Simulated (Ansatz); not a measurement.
LiH (rock salt)

```xyz
4
Lattice="0.0000 4.0071 4.0071 2.0036 2.0036 4.0071 2.0036 2.0036 0.0000" Properties=species:S:1:pos:R:3 pbc="T T T"
H      0.0000     0.0000     0.0000
H      2.0036     4.0071     6.0107
Li     2.0036     6.0107     6.0107
Li     2.0036     4.0071     4.0071
```

The atoms are displaced by Q × the pattern below (from a DFPT mode at X = (0.5, 0.5, 0.0), largest move 1; Q in Å), at fixed cell. (q is in reciprocal vectors of the primitive cell; the cell shown is doubled to hold the pattern.)

```tsv
atom	x	y	z
H1	0.000	0.000	1.000
H2	0.000	0.000	-1.000
Li3	0.000	0.000	0.024
Li4	0.000	0.000	-0.024
```

Computed with PBE (plane waves to 420 eV, PAW, scalar-relativistic; Ansatz, a program for electronic structure). k mesh 14×14×14 (Γ-centred), Fermi-Dirac smearing 0.05 eV. E stands for the smeared free energy. LiH was relaxed with its symmetry unable to fall. ΔE is measured from the undisplaced structure.

```json
[
 {"Q (Å)": "-0.180", "ΔE (meV/cell)": "130.7"},
 {"Q (Å)": "-0.120", "ΔE (meV/cell)": "57.6"},
 {"Q (Å)": "-0.060", "ΔE (meV/cell)": "14.3"},
 {"Q (Å)": "0.000", "ΔE (meV/cell)": "0.0"},
 {"Q (Å)": "0.060", "ΔE (meV/cell)": "14.3"},
 {"Q (Å)": "0.120", "ΔE (meV/cell)": "57.6"},
 {"Q (Å)": "0.180", "ΔE (meV/cell)": "130.7"}
]
```

Question: Which DFPT wavenumber at X = (0.5, 0.5, 0.0) belongs to this mode?
A) 314 cm⁻¹
B) 1033 cm⁻¹
C) 822 cm⁻¹

Answer: B, 1033 cm⁻¹. The curvature of the scan gives 1033 cm⁻¹

(For displaced atoms, the force is minus the slope of the energy, and its curvature is a force constant, which sets phonon frequencies.)
